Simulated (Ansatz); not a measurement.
SrHI:
```
CELL_PARAMETERS angstrom
      4.27971     0.00000     0.00000
      0.00000     4.27971     0.00000
      0.00000     0.00000     8.71639
ATOMIC_POSITIONS crystal
  Sr 0.00000 0.50000 0.15056
  Sr 0.50000 0.00000 0.84944
  H  0.50000 0.50000 0.00000
  H  0.00000 0.00000 0.00000
  I  0.00000 0.50000 0.67384
  I  0.50000 0.00000 0.32616
```

Relaxed with r²SCAN+D4. Special points in fractions of this cell's reciprocal vectors: Γ (0.000, 0.000, 0.000); X (0.000, 0.500, 0.000); M (0.500, 0.500, 0.000); Z (0.000, 0.000, 0.500); R (0.000, 0.500, 0.500); A (0.500, 0.500, 0.500).

### Question
List the band energies nearest the valence-band maximum at these points for the program Ansatz at the r²SCAN+D4 level (PAW).

### Answer
In eV from the valence-band maximum; about four levels below and three above (degenerate sets whole), none deeper than 8.9 eV; points with the same levels are listed once.

```json
[
 {"k": "Γ", "below": "-1.12 -1.08 -0.74 -0.74", "above": "4.03 4.33 5.38 5.38"},
 {"k": "X", "below": "-0.94 -0.94 -0.55 -0.55", "above": "4.44 4.44 5.30 5.30"},
 {"k": "M", "below": "-1.53 -1.53 -1.40 -1.40", "above": "3.82 3.82 6.77 6.77"},
 {"k": "Z", "below": "-1.12 -0.71 -0.71 0.00", "above": "3.89 4.66 5.15"},
 {"k": "R", "below": "-1.13 -1.13 -0.94 -0.94", "above": "4.96 4.96 5.50 5.50"},
 {"k": "A", "below": "-1.59 -1.59 -1.37 -1.37", "above": "4.80 4.80 5.38 5.38"}
]
```

Space group P4/nmm. The workflow started from a Materials Project entry (that database holds measured and hypothetical structures alike); the Crystallography Open Database files this formula in space group No. 129, but the cells were not matched. Whether it is the stable phase at ambient conditions was not checked. The cell was relaxed with r²SCAN+D4 under the symmetry of its start; its stability against distortions is not shown here. Spin–orbit coupling is left out wherever it is not named.

Potentials: the later of the program's two PAW sets.
